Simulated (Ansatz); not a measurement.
The elements of this relaxed trial crystal are hidden behind letters.

```
lattice vectors (Å)
   6.5262    0.0000    0.0000
   0.0000    6.5262    0.0000
   0.0000    0.0000    6.5262
fractional positions
X 0.2417 0.7583 0.2417
X 0.2417 0.2417 0.7583
X 0.7583 0.7583 0.7583
X 0.7583 0.2417 0.2417
Z 0.0000 0.5000 0.5000
Z 0.5000 0.5000 0.0000
Z 0.5000 0.0000 0.5000
Q 0.0000 0.0000 0.0000
```

All numbers below come from DFT PBE, scalar-relativistic, plane waves, PAW (Ansatz 0.2.0). Plane waves to 420 eV, a 6×6×6 mesh through Γ for the 8-atom cell and 0.10 eV Gaussian smearing; no spin polarisation.

| Property | Result |
| --- | --- |
| Space group | P-43m (No. 215) |
| Conventional cell | a = 6.526 Å |
| Volume per atom | 34.74 Å³ |
| Density | 5.37 g/cm³ |
| Energy over the elements | −0.14 eV/atom |
| Gap on the 6×6×6 mesh of the 8-atom cell | 0 eV (the bands meet within 0.015 eV) |

Energies are uncorrected and count from the elements' standard states at the same level.

Question: X is a p-block element of period 5, Z is a p-block element of period 5 and Q is a p-block element of period 4. Which elements are they?

Answer: X = In, Z = Sb, Q = As, so the formula is In4Sb3As. Density times volume gives a mean mass of 5.37 × 34.74/1.6605 = 112.3 u per atom, and this set has 112.4 u. In is surrounded by 1 As at 2.73 Å and 3 Sb at 2.86 Å; around Sb lie 4 In at 2.86 Å; As is surrounded by 4 In at 2.73 Å. Other sets within the hints have nearly the same mass, so mass alone doesn't settle it; this one was computed.

Spin–orbit coupling, which can matter for Sb, is left out. The zero gap may come from the functional, which often closes small gaps. A later test with randomly moved atoms came back to the same energy, though modes that don't fit the test's cell weren't probed.
